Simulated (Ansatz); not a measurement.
BN (zinc blende, F-43m), LDA (plane waves, PAW; program Ansatz): ε∞ = 4.57, cell volume 11.48 Å³. Infrared-active transverse modes:

| ω_TO (cm⁻¹) | oscillator strength S_xx (e²/amu) |
|---|---|
| 1068.0 | 0.5781 |

Question: Compute the static dielectric constant.

Answer: Each mode adds (4.921e7/V) S/ω²: 2.17. So ε0 = 6.74.

Question: What LO frequency does the Lyddane–Sachs–Teller relation give?

Answer: ω_LO = ω_TO √(ε0/ε∞) = 1298 cm⁻¹.

The LDA relaxation kept the symmetry of its start; phonons on a q-mesh show no instability.

Potentials: the later of the program's two PAW sets.
